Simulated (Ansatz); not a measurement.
The relaxed structure here is a generated cell of P2W: the first start was made by placing the elements on the sites of a structure type, and the end was not matched to a known phase here, so it may be hypothetical.

A relaxed cell of P₂W (I4/mmm (No. 139)), relaxed on a k-mesh at least as fine as the one used below. Computed with PBE (plane waves to 420 eV, PAW, scalar-relativistic; Ansatz, a program for electronic structure). Γ-centred k-mesh 14×14×14 on the run's cell (coarser than for final values), Fermi–Dirac smearing 0.05 eV.

```yaml
crystal:
  lattice:
    - [-3.24298, 3.24298, 7.87847]
    - [0.00000, 0.00000, 7.87847]
    - [0.00000, 3.24298, 0.00000]
  atoms:
    - { symbol: W, position: [0.00000, 0.00000, 0.00000] }
    - { symbol: W, position: [0.50000, 0.00000, 0.00000] }
    - { symbol: P, position: [0.00000, 0.33210, 0.00000] }
    - { symbol: P, position: [0.50000, 0.33210, 0.00000] }
    - { symbol: P, position: [0.00000, 0.66790, 0.00000] }
    - { symbol: P, position: [0.50000, 0.66790, 0.00000] }
```

The atoms are displaced along an unstable phonon of this cell by (Å):

```json
[
 {"atom": "W1", "ux": "0.000", "uy": "-0.150", "uz": "0.000"},
 {"atom": "W2", "ux": "0.000", "uy": "0.150", "uz": "0.000"},
 {"atom": "P3", "ux": "0.000", "uy": "-0.090", "uz": "0.000"},
 {"atom": "P4", "ux": "0.000", "uy": "0.090", "uz": "0.000"},
 {"atom": "P5", "ux": "0.000", "uy": "-0.090", "uz": "0.000"},
 {"atom": "P6", "ux": "0.000", "uy": "0.090", "uz": "0.000"}
]
```

Problem. What forces (eV/Å) and pressure result?

Solution. 
| atom | Fx | Fy | Fz |
|---|---|---|---|
| W1 | 0.00 | 0.19 | 0.00 |
| W2 | 0.00 | -0.19 | 0.00 |
| P3 | 0.00 | 0.58 | -0.06 |
| P4 | 0.00 | -0.58 | -0.06 |
| P5 | 0.00 | 0.58 | 0.06 |
| P6 | 0.00 | -0.58 | 0.06 |

Pressure +3.6 GPa.

The undisplaced cell is probably no minimum: from this displacement the run went on to Pmmn (No. 59), 0.01 eV/atom below it.

No spin polarisation in the result.
